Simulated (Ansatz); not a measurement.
Mg in space group Fd-3m (No. 227; Mg on 8a, Mg on 16d) under volume change, plane-wave PAW PBEsol (Ansatz code), scaled uniformly.

```json
[
 {"V (Å³/atom)": "21.233", "E − E(relaxed) (meV/atom)": "(withheld)", "P (GPa)": "(withheld)"},
 {"V (Å³/atom)": "21.933", "E − E(relaxed) (meV/atom)": "10.3", "P (GPa)": "2.47"},
 {"V (Å³/atom)": "22.633", "E − E(relaxed) (meV/atom)": "2.4", "P (GPa)": "1.14"},
 {"V (Å³/atom)": "23.333", "E − E(relaxed) (meV/atom)": "0.0", "P (GPa)": "0.00"},
 {"V (Å³/atom)": "24.033", "E − E(relaxed) (meV/atom)": "2.2", "P (GPa)": "-0.99"},
 {"V (Å³/atom)": "24.732", "E − E(relaxed) (meV/atom)": "8.4", "P (GPa)": "-1.83"},
 {"V (Å³/atom)": "25.432", "E − E(relaxed) (meV/atom)": "(withheld)", "P (GPa)": "(withheld)"}
]
```

Q: Fill in the missing entries.

A: 
- 21.233, E − E(relaxed) (meV/atom): 24.4
- 21.233, P (GPa): 4.02
- 25.432, E − E(relaxed) (meV/atom): 18.1
- 25.432, P (GPa): -2.56

Q: What does a third-order Birch–Murnaghan fit give for V₀, B₀ and B′?

A: V₀ = 23.33 Å³/atom, B₀ = 35.3 GPa, B′ = 4.0.

The start of the workflow was typed in or built on a structure type; neither database checked (COD, Materials Project) lists it. It is not the phase usual at ambient conditions (space group No. 194). The cell was relaxed with PBEsol under the symmetry of its start; whether a distortion lowers the energy is not shown.

Potentials: the earlier of the program's two PAW sets. The files were generated under PBE; for other functionals the program regenerates the frozen cores, and for LDA and PBEsol the local potential too.
